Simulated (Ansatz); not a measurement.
Input and command of a plane-wave DFT calculation in Ansatz:

```yaml
crystal:
  lattice:
    - [2.0877952336, -2.0877952336, 0.0]
    - [2.0877952336, 0.0, -2.0877952336]
    - [9.0472518653, 8.003145469, 8.003145469]
  atoms:
    - { symbol: Ta, position: [0.6527777783, 0.6527777783, 0.0833166667] }
    - { symbol: Ta, position: [-0.152805555, -0.152805555, 0.91665] }
    - { symbol: Ta, position: [0.2916611117, 0.2916611117, 0.2499833333] }
    - { symbol: Ta, position: [0.5694277783, 0.5694277783, 0.5833166667] }
    - { symbol: Ta, position: [-0.069455555, -0.069455555, 0.41665] }
    - { symbol: Ta, position: [0.2083111117, 0.2083111117, 0.7499833333] }
basis:
  ecutwfc: 420
kpoints:
  mp_grid: { grid: [23, 23, 4] }
hamiltonian:
  xc: pbesol
scf:
  occupations: { method: gaussian, width: 0.15 }
output:
  forces: true
  stress: true
  eigenvalues: true
```

```bash
ansatz run input.yaml --threads 2 --pin off --max-ram 5120MiB --backend cpu --events-out ev --progress --plain --runs-dir out
```

Processor: AMD EPYC 9R45 96-Core Processor (Zen 5), 2 threads, on a host shared with other jobs.

How long does it run, and how much memory does it take?

About 17 s on 2 threads of AMD EPYC 9R45 96-Core Processor (Zen 5), with other jobs on the host, peak memory 1.8 GiB. It solves 47 bands at 564 k points (the mesh reduced by symmetry) with about 2105 plane waves, in 6 SCF iterations.
